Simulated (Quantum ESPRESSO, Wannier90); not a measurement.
Tight-binding from DFT: Hf (P6/mmm, model phase)

```
begin unit_cell_cart
ang
    4.9623300684    0.0000000000    0.0000000000
   -2.4811650342    4.2975039012    0.0000000000
    0.0000000000    0.0000000000    3.0862300000
end unit_cell_cart
begin atoms_frac
Hf  -0.3333333333  0.3333333333  0.5000000000
Hf   0.3333333333 -0.3333333333  0.5000000000
Hf   0.0000000000  0.0000000000  0.0000000000
end atoms_frac
```

Cell from Materials Project (mp-1009460), symmetrised, no further relaxation. This isn't the element's usual structure (hcp); take it as a model of another phase. Level: LDA, no spin polarisation, no spin-orbit coupling; pw.x of Quantum ESPRESSO at 47 Ry with PseudoDojo potentials, 6×6×8 k-points, Wannier90. Density: 12×12×14 mesh, cold smearing 0.01 Ry. Spin-orbit coupling is left out although heavy elements are present.

A tight-binding model is made by disentanglement and projection with no localisation steps (num_iter = 0), so the 27 orbitals stay atom-like: hydrogen-like Hf: s;p;d, axes along x, y, z; frozen window up to 1.50 eV relative to the Fermi level. It follows pw.x to 4.0 meV rms for states up to 1.0 eV relative to the Fermi level. Matrix elements depend on this choice of orbitals and windows.

**Question.** What are the on-site energies relative to the Fermi level, and how fast do the hoppings decay?

**Answer.** 
| atom | orbitals | energy (eV) |
|---|---|---|
| Hf1 | s | 5.13 |
| Hf1 | pz | 11.03 |
| Hf1 | px py | 11.68 |
| Hf1 | dz2 | 3.35 |
| Hf1 | dxz dyz | 2.94 |
| Hf1 | dx2-y2 dxy | 3.41 |
| Hf2 | s | 5.13 |
| Hf2 | pz | 11.04 |
| Hf2 | px py | 11.68 |
| Hf2 | dz2 | 3.35 |
| Hf2 | dxz dyz | 2.94 |
| Hf2 | dx2-y2 dxy | 3.41 |
| Hf3 | s | 4.18 |
| Hf3 | pz | 11.49 |
| Hf3 | px py | 10.84 |
| Hf3 | dz2 | 3.16 |
| Hf3 | dxz dyz | 3.14 |
| Hf3 | dx2-y2 dxy | 2.96 |

| distance of the centres (Å) | largest modulus (eV) |
|---|---|
| 2–3 | 1.8 |
| 3–4 | 2.8 |
| 4–5 | 0.23 |
| 5–6 | 0.46 |
| 6–7 | 0.15 |
| 7–8 | 0.055 |
| 8–9 | 0.049 |
| 9–10 | 0.036 |
| 10–11 | 0.016 |
| 11–12 | 0.013 |
